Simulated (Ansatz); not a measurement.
TiC:
```
CELL_PARAMETERS angstrom
      1.48127    -4.60058     0.00000
      1.48127     4.60058     0.00000
      0.00000     0.00000     3.09930
ATOMIC_POSITIONS crystal
  C  0.63005 0.36995 0.75000
  C  0.36995 0.63005 0.25000
  Ti 0.86397 0.13603 0.75000
  Ti 0.13603 0.86397 0.25000
```

Relaxed with PBE. Special points in fractions of this cell's reciprocal vectors: Γ (0.000, 0.000, 0.000); Y (-0.500, 0.500, 0.000); C0 (-0.276, 0.724, 0.000); Σ0 (0.276, 0.276, 0.000); Z (0.000, 0.000, 0.500); A0 (0.276, 0.276, 0.500); E0 (-0.276, 0.724, 0.500); T (-0.500, 0.500, 0.500); S (0.000, 0.500, 0.000); R (0.000, 0.500, 0.500).

**Question.** List the band energies nearest the Fermi level at these points for plane-wave PAW PBE (Ansatz code).

**Answer.** In eV from the Fermi level; about four levels below and three above (degenerate sets whole), none deeper than 8.9 eV; points with the same levels are listed once.

```json
[
 {"k": "Γ", "below": "-4.08 -1.40 -0.46 -0.36", "above": "0.05 0.10 0.48"},
 {"k": "Y", "below": "-2.27 -1.42 -0.38 -0.23", "above": "0.09 0.27 1.05"},
 {"k": "C0", "below": "-3.56 -3.31 -2.76 -1.16", "above": "0.87 1.65 2.71"},
 {"k": "Z", "below": "-3.20 -3.20 -2.63 -2.63", "above": "2.47 2.47 2.67 2.67"},
 {"k": "A0", "below": "-2.95 -2.95 -0.76 -0.76", "above": "0.01 0.01 3.07 3.07"},
 {"k": "T", "below": "-2.78 -2.78 -2.44 -2.44", "above": "2.22 2.22 2.62 2.62"},
 {"k": "S", "below": "-3.80 -3.35 -2.81 -0.78", "above": "0.97 1.56 2.80"},
 {"k": "R", "below": "-2.26 -2.26 -1.82 -1.82", "above": "1.00 1.00 2.59 2.59"}
]
```

Space group Cmcm. A made-up cell: these elements were put on the sites of a structure type; neither database checked (COD, Materials Project) lists it. It is not the phase usual at ambient conditions (space group No. 225). The cell was relaxed with PBE under the symmetry of its start; whether a distortion lowers the energy is not shown. The run is not spin-polarised.

Potentials: the later of the program's two PAW sets.
